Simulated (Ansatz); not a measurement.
SnTe:
```xyz
4
Lattice="5.4358 0.0000 0.0000 -2.7179 4.7075 0.0000 0.0000 0.0000 6.5291" Properties=species:S:1:pos:R:3 pbc="T T T"
Sn     2.7179     1.5692     0.3052
Sn     0.0000     3.1383     3.5698
Te     2.7179     1.5692     3.7768
Te     0.0000     3.1383     0.5122
```

Relaxed with PBE. Special points in fractions of this cell's reciprocal vectors: Γ (0.000, 0.000, 0.000); M (0.500, 0.000, 0.000); K (0.333, 0.333, 0.000); A (0.000, 0.000, 0.500); L (0.500, 0.000, 0.500); H (0.333, 0.333, 0.500).

List the band energies nearest the valence-band maximum at these points for the program Ansatz at the PBE level (PAW).

In eV from the valence-band maximum; about four levels below and three above (degenerate sets whole), none deeper than 8.9 eV; points with the same levels are listed once.

| k | below | above |
|---|---|---|
| Γ | -3.22 -3.22 -1.89 -1.89 -1.88 | 0.70 0.70 2.32 2.32 |
| M | -3.02 -2.27 -2.13 -0.56 | 1.82 2.63 3.12 |
| K | -3.45 -3.45 -2.64 -0.50 -0.50 | 1.77 1.77 2.73 |
| A | -2.62 -2.62 -2.62 -2.62 -1.51 -1.51 | 1.24 1.24 1.24 1.24 |
| L | -1.96 -1.96 -0.80 -0.80 | 0.83 0.83 2.41 2.41 |
| H | -1.48 -1.48 0.00 0.00 | 0.75 0.75 1.30 1.30 |

Space group P6_3mc. A made-up cell: these elements were put on the sites of a structure type; neither database checked (COD, Materials Project) lists it. It is not the phase usual at ambient conditions (space group No. 225). The PBE relaxation kept the symmetry of its start; its stability against distortions is not shown here. Scalar-relativistic: spin–orbit coupling is off unless named, which matters more the heavier the elements.

Potentials: the later of the program's two PAW sets.
